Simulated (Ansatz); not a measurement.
A geometry of TiC away from equilibrium: step 3 of the relaxation of a relaxed TiC cell displaced along its unstable phonon at q = (½, 0, 0) of its primitive reciprocal cell (307i cm⁻¹), largest move 0.15 Å. The numbers are results of r2SCAN (plane waves to 500 eV, PAW, scalar-relativistic; Ansatz, a program for electronic structure), not measurements. Γ-centred k-mesh 6×12×11 on the run's cell (coarser than for final values), Fermi–Dirac smearing 0.05 eV. The plane waves were selected for a different cell earlier on the path.

```
CELL_PARAMETERS angstrom
      5.27529     0.00000     0.00000
      0.00000     2.65145     0.00000
      0.00000     0.00000     2.86549
ATOMIC_POSITIONS crystal
  C  0.25000 0.50000 0.50000
  C  0.75000 0.50000 0.50000
  Ti 0.00000 0.83005 0.00000
  Ti 0.50000 0.16995 0.00000
```

Task: What forces act on the atoms (eV/Å)?

Result: 
| atom | Fx | Fy | Fz |
|---|---|---|---|
| C1 | 0.00 | 0.00 | 0.00 |
| C2 | 0.00 | 0.00 | 0.00 |
| Ti3 | 0.00 | -1.11 | 0.00 |
| Ti4 | 0.00 | 1.11 | 0.00 |

The path ends in Pmma (No. 51). No spin polarisation in the result.

The run could not lose the symmetry of its start: the end is stationary, and may be a saddle point rather than a minimum.

The end of the path is a generated cell of TiC: the first start was made by placing the elements on the sites of a structure type, and the end was not matched to a known phase here, so it may be hypothetical. Known forms of TiC include space group No. 225.
